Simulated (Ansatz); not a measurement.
B:
```
CELL_PARAMETERS angstrom
      4.15744     0.00000     0.00000
      0.00000     4.15744     0.00000
      0.00000     0.00000     4.15744
ATOMIC_POSITIONS crystal
  B  0.19514 0.50000 0.50000
  B  0.80486 0.50000 0.50000
  B  0.50000 0.19514 0.50000
  B  0.50000 0.80486 0.50000
  B  0.50000 0.50000 0.19514
  B  0.50000 0.50000 0.80486
```

This is the PBE-relaxed structure.

### Question
All from plane-wave PAW PBE (Ansatz code), unless another level is named. Estimate the electronic character.

### Answer
metallic (no gap).

### Question
Give the density of states at the Fermi level.

### Answer
0.66 states/eV per atom (mean over ±0.08 eV).

Space group Pm-3m. The start of the workflow was typed in or built on a structure type; neither database checked (COD, Materials Project) lists it. It is not the phase usual at ambient conditions (space group No. 166). Symmetry was held in the PBE relaxation; whether a distortion lowers the energy is not shown.

Potentials: the later of the program's two PAW sets.
